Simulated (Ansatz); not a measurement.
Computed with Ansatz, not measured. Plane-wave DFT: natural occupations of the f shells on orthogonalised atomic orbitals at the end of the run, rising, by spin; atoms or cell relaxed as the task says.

```
cell
1.0
    -5.6894    0.0000   -5.4337
     0.0000   -5.6894    5.4337
     0.0000    5.6894    5.4337
Eu P Pt
4 4 12
Direct
  0.0000 0.5000 0.5000
  0.0000 0.0000 0.0000
  0.5000 0.0000 0.5000
  0.5000 0.5000 0.0000
  0.0000 0.6171 0.1171
  0.0000 0.1171 0.6171
  0.5000 0.8829 0.8829
  0.5000 0.3829 0.3829
  0.0000 0.3221 0.8221
  0.0000 0.8221 0.3221
  0.5000 0.6779 0.6779
  0.5000 0.1779 0.1779
  0.7500 0.0000 0.2500
  0.7500 0.5000 0.7500
  0.7500 0.7500 0.5000
  0.7500 0.2500 0.0000
  0.2500 0.5000 0.2500
  0.2500 0.0000 0.7500
  0.2500 0.7500 0.0000
  0.2500 0.2500 0.5000
```

Starting moments (μB): Eu number 1 7.21, Eu number 2 7.21, Eu number 3 7.21, Eu number 4 7.21; others 0.

- cell charge: 0 e
- spin: collinear
- scf start: atoms
- lower state search: off
- functional: PBEsol
- wave cutoff: 420 eV
- k mesh: 4, 4, 4
- k shift: 0, 0, 0 mesh steps
- gaussian smearing: 0.05 eV
- task: single point

**Question.** How are the f shells occupied at the end?

**Answer.** 

```json
{"shell atom": "1", "shell element": "Eu", "shell spin": "up", "shell occupation 1 (e)": "0.9", "shell occupation 2 (e)": "0.9", "shell occupation 3 (e)": "0.95", "shell occupation 4 (e)": "0.97", "shell occupation 5 (e)": "0.97", "shell occupation 6 (e)": "0.98", "shell occupation 7 (e)": "0.99"}
{"shell atom": "1", "shell element": "Eu", "shell spin": "down", "shell occupation 1 (e)": "0.01", "shell occupation 2 (e)": "0.01", "shell occupation 3 (e)": "0.01", "shell occupation 4 (e)": "0.01", "shell occupation 5 (e)": "0.01", "shell occupation 6 (e)": "0.01", "shell occupation 7 (e)": "0.01"}
{"shell atom": "2", "shell element": "Eu", "shell spin": "up", "shell occupation 1 (e)": "0.9", "shell occupation 2 (e)": "0.9", "shell occupation 3 (e)": "0.95", "shell occupation 4 (e)": "0.97", "shell occupation 5 (e)": "0.97", "shell occupation 6 (e)": "0.98", "shell occupation 7 (e)": "0.99"}
{"shell atom": "2", "shell element": "Eu", "shell spin": "down", "shell occupation 1 (e)": "0.01", "shell occupation 2 (e)": "0.01", "shell occupation 3 (e)": "0.01", "shell occupation 4 (e)": "0.01", "shell occupation 5 (e)": "0.01", "shell occupation 6 (e)": "0.01", "shell occupation 7 (e)": "0.01"}
{"shell atom": "3", "shell element": "Eu", "shell spin": "up", "shell occupation 1 (e)": "0.9", "shell occupation 2 (e)": "0.9", "shell occupation 3 (e)": "0.95", "shell occupation 4 (e)": "0.97", "shell occupation 5 (e)": "0.97", "shell occupation 6 (e)": "0.98", "shell occupation 7 (e)": "0.99"}
{"shell atom": "3", "shell element": "Eu", "shell spin": "down", "shell occupation 1 (e)": "0.01", "shell occupation 2 (e)": "0.01", "shell occupation 3 (e)": "0.01", "shell occupation 4 (e)": "0.01", "shell occupation 5 (e)": "0.01", "shell occupation 6 (e)": "0.01", "shell occupation 7 (e)": "0.01"}
{"shell atom": "4", "shell element": "Eu", "shell spin": "up", "shell occupation 1 (e)": "0.9", "shell occupation 2 (e)": "0.9", "shell occupation 3 (e)": "0.95", "shell occupation 4 (e)": "0.97", "shell occupation 5 (e)": "0.97", "shell occupation 6 (e)": "0.98", "shell occupation 7 (e)": "0.99"}
{"shell atom": "4", "shell element": "Eu", "shell spin": "down", "shell occupation 1 (e)": "0.01", "shell occupation 2 (e)": "0.01", "shell occupation 3 (e)": "0.01", "shell occupation 4 (e)": "0.01", "shell occupation 5 (e)": "0.01", "shell occupation 6 (e)": "0.01", "shell occupation 7 (e)": "0.01"}
```

Caveats: 4f shell without a U, which puts 4f levels too near the Fermi level; occupations loosely converged; open f or d shells may hold a state above the lowest.
